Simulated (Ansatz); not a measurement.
The following input was run with Ansatz 0.2.0.

```yaml
crystal:
  lattice:
    - [15.0, 0.0, 0.0]
    - [0.0, 15.5, 0.0]
    - [0.0, 0.0, 16.0]
  atoms:
    - { symbol: "N", position: [0.5017982093, 0.4990469909, 0.4667333543] }
    - { symbol: "N", position: [0.4982017907, 0.5009530091, 0.5332666457] }
  symmetry: { detect: false }
basis:
  ecutwfc: 420
kpoints:
  mp_grid: { grid: [1, 1, 1] }
hamiltonian:
  xc: pbe
  dispersion: d3bj
scf:
  occupations: { method: gaussian, width: 0.005 }
output:
  forces: true
  eigenvalues: true
relax:
  adjacent_minimum: "off"
  f_tol: 0.01
  max_steps: 80
```

It can be run as
```bash
ansatz run input.yaml --threads 1 --pin off --backend cpu --events-out ev --progress --plain --runs-dir out  # memory cap (--max-ram) not shown
```

These are results of DFT PBE+D3(BJ), scalar-relativistic, plane waves, PAW (Ansatz), not measurements.

From the run's log, abridged (final results; tables in files aren't shown):

```
SCF converged after 2 iterations
Free energy (F): -768.037902 eV
Harris-Foulkes:  -768.037902 eV  (|F-HF|=1.74e-8)
Internal energy: -768.037902 eV  (E = F + TS)
E sigma→0 (E₀):  -768.037902 eV
Fermi energy:    -6.087644 eV
--- Per-component energies (eV) ---
  E_band       = -149.815183
  E_kinetic    = 250.454741
  E_local      = -1567.593602  (includes V_loc(G=0)·N_el)
  E_nonlocal   = 95.963302
  E_hartree    = 627.690413
  E_xc         = -115.031569
  E_vxc        = -145.496510  (∫ρ·V_xc dr)
  E_paw        = -254.652443  (= ΣΔE_a)
  E_vpaw       = -38.524298  (= ΣTr[D̂ρ^β])
  E_aug_tail   = 0.000173  (compensation charges beyond the density's cutoff)
  E_ewald      = 195.142885
  E_disp       = -0.011804  (pairwise vdW)
  E_smearing   =  0.000000  (= −TS)
--- Forces (eV/Å), atoms counted from 1 ---
  atom   1  N      0.00023603    -0.00011236    -0.00247643
  atom   2  N     -0.00023022     0.00010918     0.00236157
--- Band table (eV) ---
  k-point 0: bands = ["-28.1216", "-13.4797", "-11.5492", "-11.5492", "-10.2080", "-1.9673", "-1.9673", "-0.1177", "0.3891"]
--- Relaxed structure (5 steps of the walk, 5 accepted, 0 SCFs on fresh bases) ---
  F+E_penalty+E_count = -768.03790180 eV   max|allowed force component| = 2.419e-3 eV/Å
  atoms:
    - { symbol: N, position: [0.50185894, 0.49901484, 0.46561561] }
    - { symbol: N, position: [0.49814105, 0.50098515, 0.53438438] }
```

The relaxation met its thresholds.